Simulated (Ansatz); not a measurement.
# Two states of SrCr2O3

```yaml
crystal:
  lattice:
    - [10.69944, 0.00000, 0.00000]
    - [0.00000, 3.91163, 0.00000]
    - [0.00000, 0.00000, 3.30309]
  atoms:
    - { symbol: Cr, position: [0.07200, 0.75000, 0.72000] }
    - { symbol: Cr, position: [0.42800, 0.75000, 0.72000] }
    - { symbol: Cr, position: [0.57200, 0.25000, 0.28000] }
    - { symbol: Cr, position: [0.92800, 0.25000, 0.28000] }
    - { symbol: Sr, position: [0.25000, 0.25000, 0.24500] }
    - { symbol: Sr, position: [0.75000, 0.75000, 0.75500] }
    - { symbol: O, position: [0.06400, 0.25000, 0.75300] }
    - { symbol: O, position: [0.43600, 0.25000, 0.75300] }
    - { symbol: O, position: [0.56400, 0.75000, 0.24700] }
    - { symbol: O, position: [0.93600, 0.75000, 0.24700] }
    - { symbol: O, position: [0.25000, 0.75000, 0.38700] }
    - { symbol: O, position: [0.75000, 0.25000, 0.61300] }
```

Single point in Ansatz 0.2.0 with PBE, with U_eff = 5.49 eV on Cr d (all-electron-ortho-atomic projectors). Cutoff 420 eV, PAW datasets, 2×5×5 Γ-centred k mesh, fermi-dirac filling (width 0.1 eV).

State A: Cr1 down, Cr2 down, Cr3 up, Cr4 up (collinear spin). State B: Cr1 up, Cr2 down, Cr3 up, Cr4 down (collinear spin).

Question: Which state is lower, and how do they differ?

Answer: State A is lower by 1.6 meV an atom at zero smearing.

```json
{"state": "A", "free energy (meV/atom)": "0.0", "largest moment in a small sphere (μB)": "2.99", "net moment (μB/cell)": "0.00", "gap on mesh (eV)": "1.48", "pressure (GPa)": "36.6", "largest force (eV/Å)": "3.90"}
{"state": "B", "free energy (meV/atom)": "1.6", "largest moment in a small sphere (μB)": "2.99", "net moment (μB/cell)": "0.00", "gap on mesh (eV)": "1.62", "pressure (GPa)": "36.5", "largest force (eV/Å)": "3.90"}
```

Origin: a known structure type with other elements, at an estimated volume, so it need not be a known compound. Caveats: atoms or cell far from equilibrium; an odd or shifted mesh can miss the band edges, so this level's true gap may be smaller.
